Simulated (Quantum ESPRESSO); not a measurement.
ZnAl2F7Cl, finding a planted mistake in a log

Computed values, not a measurement. The program is pw.x of Quantum ESPRESSO 7.5 (plane-wave density functional theory). The cell is made up: 11 atoms on a rutile lattice with one site empty, with randomly drawn elements, strain and displacements, not relaxed. PseudoDojo standard norm-conserving files (v0.5 for PBE, v0.4.1 for LDA and PBEsol) set the functional; there is no spin polarisation, spin-orbit coupling or dispersion term, and the masses in the input are unused placeholders.

Intended input:

```
&control calculation='scf', pseudo_dir='./dojo.nc.sr.pbe.v0_5.standard.upf', outdir='./o', disk_io='medium', tprnfor=.true., tstress=.true. /
&system ibrav=0, nat=11, ntyp=4, nbnd=47, ecutwfc=84.00895049, nosym=.true., tot_charge=0,
 occupations='smearing', smearing='fd', degauss=0.0018374661
/
&electrons conv_thr=7.350e-09, electron_maxstep=60, /
ATOMIC_SPECIES
Al 1.0 Al.upf
Cl 1.0 Cl.upf
F 1.0 F.upf
Zn 1.0 Zn.upf
CELL_PARAMETERS angstrom
4.678 0.0 0.0
0.0 4.678 0.0
0.0 0.0 6.2373
ATOMIC_POSITIONS angstrom
Zn -0.0019 -0.0117 -0.0129
Al 2.3524 2.3405 1.4208
Al 0.0137 0.021 3.1561
F 1.4256 1.3787 -0.0313
F 3.2473 3.2878 0.008
F 3.7657 0.9194 1.6031
F 0.8294 3.7563 1.6011
F 1.433 1.4339 3.1101
F 3.2994 3.2217 3.0807
F 3.7884 0.9183 4.6476
Cl 0.8909 3.7502 4.6769
K_POINTS automatic
5 5 4 1 1 1
```

The log is shortened where brackets say so; the opening notice, blank lines, dates and the lines on written files are dropped, and the path of the files is cut. It prints rydbergs, bohrs and kilobars, and counts compression as positive stress. Where no state is partly filled, the Fermi energy that it prints is only some level between the filled and the empty states on the mesh, and need not lie in the true gap.

Log of the intended run:

```
     Program PWSCF v.7.5
     Parallel version (MPI & OpenMP), running on       1 processor cores
     Number of MPI processes:                 1
     Threads/MPI process:                     1
     [start-up lines left out]
     bravais-lattice index     =            0
     lattice parameter (alat)  =       8.8401  a.u.
     unit-cell volume          =     921.1146 (a.u.)^3
     number of atoms/cell      =           11
     number of atomic types    =            4
     number of electrons       =        82.00
     number of Kohn-Sham states=           47
     kinetic-energy cutoff     =      84.0090  Ry
     charge density cutoff     =     336.0358  Ry
     scf convergence threshold =      7.3E-09
     mixing beta               =       0.7000
     number of iterations used =            8  plain     mixing
     Exchange-correlation= PBE
                           (   1   4   3   4   0   0   0)
     [axes and pseudopotential details left out]
   Cartesian axes
     site n.     atom                  positions (alat units)
         1        Zn     tau(   1) = (  -0.0004062  -0.0025011  -0.0027576  )
         2        Al     tau(   2) = (   0.5028645   0.5003206   0.3037195  )
         3        Al     tau(   3) = (   0.0029286   0.0044891   0.6746687  )
         4        F      tau(   4) = (   0.3047456   0.2947200  -0.0066909  )
         5        F      tau(   5) = (   0.6941642   0.7028217   0.0017101  )
         6        F      tau(   6) = (   0.8049808   0.1965370   0.3426892  )
         7        F      tau(   7) = (   0.1772980   0.8029714   0.3422617  )
         8        F      tau(   8) = (   0.3063275   0.3065199   0.6648354  )
         9        F      tau(   9) = (   0.7053014   0.6886917   0.6585507  )
        10        F      tau(  10) = (   0.8098333   0.1963018   0.9935015  )
        11        Cl     tau(  11) = (   0.1904446   0.8016674   0.9997649  )
     number of k points=    50  Fermi-Dirac smearing, width (Ry)=  0.0018
                       cart. coord. in units 2pi/alat
        k(    1) = (   0.1000000   0.1000000   0.0937505), wk =   0.0400000
        k(    2) = (   0.1000000   0.1000000   0.2812515), wk =   0.0400000
     [further k points left out]
     Dense  grid:    95809 G-vectors     FFT dimensions: (  54,  54,  72)
     Estimated max dynamical RAM per process >     142.17 MB
     Initial potential from superposition of free atoms
     starting charge      81.9949, renormalised to      82.0000
     Starting wfcs are   50 randomized atomic wfcs
     total cpu time spent up to now is       14.5 secs
     per-process dynamical memory:   107.5 Mb
     Self-consistent Calculation
     iteration #  1     ecut=    84.01 Ry     beta= 0.70
     Davidson diagonalization with overlap
     ethr =  1.00E-02,  avg # of iterations =  4.0
     total cpu time spent up to now is       48.1 secs
     total energy              =    -805.63667066 Ry
     estimated scf accuracy    <       1.26757290 Ry
     iteration #  2     ecut=    84.01 Ry     beta= 0.70
     Davidson diagonalization with overlap
     ethr =  1.55E-03,  avg # of iterations =  2.0
     total cpu time spent up to now is       82.9 secs
     total energy              =    -805.95397300 Ry
     estimated scf accuracy    <       1.12273499 Ry
     [iterations 3 to 8 left out]
     iteration #  9     ecut=    84.01 Ry     beta= 0.70
     Davidson diagonalization with overlap
     ethr =  6.07E-10,  avg # of iterations =  2.0
     total cpu time spent up to now is      358.0 secs
     total energy              =    -806.18865594 Ry
     estimated scf accuracy    <       0.00000004 Ry
     iteration # 10     ecut=    84.01 Ry     beta= 0.70
     Davidson diagonalization with overlap
     ethr =  4.62E-11,  avg # of iterations =  2.2
     total cpu time spent up to now is      391.8 secs
     End of self-consistent calculation
     [lines on levels left out]
     the Fermi energy is     5.9505 ev
!    total energy              =    -806.18865595 Ry
     estimated scf accuracy    <          2.9E-09 Ry
     smearing contrib. (-TS)   =       0.00000000 Ry
     internal energy E=F+TS    =    -806.18865595 Ry
     The total energy is F=E-TS. E is the sum of the following terms:
     one-electron contribution =    -593.76629032 Ry
     hartree contribution      =     337.52032907 Ry
     xc contribution           =    -136.09305546 Ry
     ewald contribution        =    -413.84963925 Ry
     convergence has been achieved in  10 iterations
     Forces acting on atoms (cartesian axes, Ry/au):
     atom    1 type  4   force =    -0.06681348    0.07407571    0.03517656
     atom    2 type  1   force =     0.00211263   -0.00317523    0.00225684
     atom    3 type  1   force =    -0.08656098    0.08661191   -0.02867700
     atom    4 type  3   force =     0.04877028    0.05783961    0.11373608
     atom    5 type  3   force =    -0.05645596   -0.05105909    0.10527524
     atom    6 type  3   force =    -0.02167352    0.02220137    0.03575486
     atom    7 type  3   force =     0.03991733   -0.02406952    0.04603644
     atom    8 type  3   force =    -0.02364108   -0.02302758   -0.10176836
     atom    9 type  3   force =     0.00279876    0.02666173   -0.09793346
     atom   10 type  3   force =    -0.00038898   -0.00117736   -0.07065999
     atom   11 type  2   force =     0.16193501   -0.16488156   -0.03919720
     Total force =     0.388318     Total SCF correction =     0.000142
     Computing stress (Cartesian axis) and pressure
          total   stress  (Ry/bohr**3)                   (kbar)     P=      -10.01
   0.00003297  -0.00054215   0.00004624            4.85      -79.75        6.80
  -0.00054215   0.00003381  -0.00010082          -79.75        4.97      -14.83
   0.00004624  -0.00010082  -0.00027090            6.80      -14.83      -39.85
     init_run     :     14.12s CPU     14.40s WALL (       1 calls)
     electrons    :    362.83s CPU    377.26s WALL (       1 calls)
     forces       :      6.36s CPU      6.43s WALL (       1 calls)
     stress       :     22.28s CPU     22.37s WALL (       1 calls)
     [timing details left out]
     PWSCF        :   6m45.85s CPU   7m 1.06s WALL
     JOB DONE.
```

A second run was made from an input with one planted mistake. Its log:

```
     Program PWSCF v.7.5
     Parallel version (MPI & OpenMP), running on       4 processor cores
     Number of MPI processes:                 4
     Threads/MPI process:                     1
     [start-up lines left out]
     bravais-lattice index     =            0
     lattice parameter (alat)  =       8.8401  a.u.
     unit-cell volume          =     921.1146 (a.u.)^3
     number of atoms/cell      =           11
     number of atomic types    =            4
     number of electrons       =        81.00
     number of Kohn-Sham states=           47
     kinetic-energy cutoff     =      84.0090  Ry
     charge density cutoff     =     336.0358  Ry
     scf convergence threshold =      7.3E-09
     mixing beta               =       0.7000
     number of iterations used =            8  plain     mixing
     Exchange-correlation= PBE
                           (   1   4   3   4   0   0   0)
     [axes and pseudopotential details left out]
   Cartesian axes
     site n.     atom                  positions (alat units)
         1        Zn     tau(   1) = (  -0.0004062  -0.0025011  -0.0027576  )
         2        Al     tau(   2) = (   0.5028645   0.5003206   0.3037195  )
         3        Al     tau(   3) = (   0.0029286   0.0044891   0.6746687  )
         4        F      tau(   4) = (   0.3047456   0.2947200  -0.0066909  )
         5        F      tau(   5) = (   0.6941642   0.7028217   0.0017101  )
         6        F      tau(   6) = (   0.8049808   0.1965370   0.3426892  )
         7        F      tau(   7) = (   0.1772980   0.8029714   0.3422617  )
         8        F      tau(   8) = (   0.3063275   0.3065199   0.6648354  )
         9        F      tau(   9) = (   0.7053014   0.6886917   0.6585507  )
        10        F      tau(  10) = (   0.8098333   0.1963018   0.9935015  )
        11        Cl     tau(  11) = (   0.1904446   0.8016674   0.9997649  )
     number of k points=    50  Fermi-Dirac smearing, width (Ry)=  0.0018
                       cart. coord. in units 2pi/alat
        k(    1) = (   0.1000000   0.1000000   0.0937505), wk =   0.0400000
        k(    2) = (   0.1000000   0.1000000   0.2812515), wk =   0.0400000
     [further k points left out]
     Dense  grid:    95809 G-vectors     FFT dimensions: (  54,  54,  72)
     Estimated max dynamical RAM per process >     253.83 MB
     Estimated total dynamical RAM >     945.16 MB
     Initial potential from superposition of free atoms
     starting charge      81.9949, renormalised to      81.0000
     Starting wfcs are   50 randomized atomic wfcs
     total cpu time spent up to now is        3.5 secs
     per-process dynamical memory:   202.2 Mb
     Self-consistent Calculation
     iteration #  1     ecut=    84.01 Ry     beta= 0.70
     Davidson diagonalization with overlap
     ethr =  1.00E-02,  avg # of iterations =  4.5
     total cpu time spent up to now is       11.1 secs
     total energy              =    -805.50646366 Ry
     estimated scf accuracy    <       1.98822969 Ry
     iteration #  2     ecut=    84.01 Ry     beta= 0.70
     Davidson diagonalization with overlap
     ethr =  2.45E-03,  avg # of iterations =  2.0
     total cpu time spent up to now is       18.6 secs
     total energy              =    -805.88127349 Ry
     estimated scf accuracy    <       2.80583772 Ry
     [iterations 3 to 13 left out]
     iteration # 14     ecut=    84.01 Ry     beta= 0.70
     Davidson diagonalization with overlap
     ethr =  7.54E-11,  avg # of iterations =  2.0
     total cpu time spent up to now is       98.8 secs
     total energy              =    -806.43453563 Ry
     estimated scf accuracy    <          9.0E-09 Ry
     iteration # 15     ecut=    84.01 Ry     beta= 0.70
     Davidson diagonalization with overlap
     ethr =  1.11E-11,  avg # of iterations =  2.0
     total cpu time spent up to now is      106.0 secs
     End of self-consistent calculation
     [lines on levels left out]
     the Fermi energy is     2.8004 ev
!    total energy              =    -806.43453563 Ry
     estimated scf accuracy    <          2.0E-09 Ry
     smearing contrib. (-TS)   =      -0.00192870 Ry
     internal energy E=F+TS    =    -806.43260694 Ry
     The total energy is F=E-TS. E is the sum of the following terms:
     one-electron contribution =    -592.82487775 Ry
     hartree contribution      =     335.25228069 Ry
     xc contribution           =    -135.01037063 Ry
     ewald contribution        =    -413.84963925 Ry
     convergence has been achieved in  15 iterations
     Forces acting on atoms (cartesian axes, Ry/au):
     atom    1 type  4   force =    -0.07238207    0.07791982    0.07304919
     atom    2 type  1   force =     0.00580192   -0.00406301    0.01247048
     atom    3 type  1   force =    -0.09740860    0.09680499   -0.10826911
     atom    4 type  3   force =     0.03414845    0.04312820    0.08557031
     atom    5 type  3   force =    -0.04260998   -0.03774616    0.08003605
     atom    6 type  3   force =    -0.01485157    0.01536703    0.02430931
     atom    7 type  3   force =     0.03658352   -0.02067856    0.03917006
     atom    8 type  3   force =    -0.02701613   -0.01894230   -0.07691497
     atom    9 type  3   force =     0.00228637    0.02952130   -0.07496737
     atom   10 type  3   force =     0.02362253   -0.02495552   -0.05036554
     atom   11 type  2   force =     0.15182556   -0.15635578   -0.00408840
     Total force =     0.369473     Total SCF correction =     0.000076
     Computing stress (Cartesian axis) and pressure
          total   stress  (Ry/bohr**3)                   (kbar)     P=     -163.92
  -0.00115363  -0.00048656   0.00011335         -169.70      -71.58       16.67
  -0.00048656  -0.00116655  -0.00017484          -71.58     -171.60      -25.72
   0.00011335  -0.00017484  -0.00102274           16.67      -25.72     -150.45
     init_run     :      3.33s CPU      3.46s WALL (       1 calls)
     electrons    :    101.35s CPU    102.47s WALL (       1 calls)
     forces       :      1.38s CPU      1.41s WALL (       1 calls)
     stress       :      4.40s CPU      4.41s WALL (       1 calls)
     [timing details left out]
     PWSCF        :   1m50.54s CPU   1m51.90s WALL
     JOB DONE.
```

Question: what was wrong in the second input?

Answer: the cell has the wrong charge. The input lines that differ, file-writing options aside:

```
- &system ibrav=0, nat=11, ntyp=4, nbnd=47, ecutwfc=84.00895049, nosym=.true., tot_charge=0,
+ &system ibrav=0, nat=11, ntyp=4, nbnd=47, ecutwfc=84.00895049, nosym=.true., tot_charge=1,
```

```
                                            intended run  run with the mistake
                          free energy (eV)    -10968.755            -10972.101
                    smearing term -TS (eV)        0.0000               -0.0262
                            pressure (GPa)         -1.00                -16.39
            largest force component (eV/Å)         4.239                 4.020
largest change of a force component (eV/Å)                               2.046
                                iterations            10                    15
```

For scale, a rerun of the intended cell at 1437 eV and a 7 x 7 x 6 mesh moved values by no more than 0.004 eV in energy, 0.02 GPa in stress and 0.002 eV/Å in force. The charged cell sits in a uniform background, so its energy and stress rest on the program's zero of potential.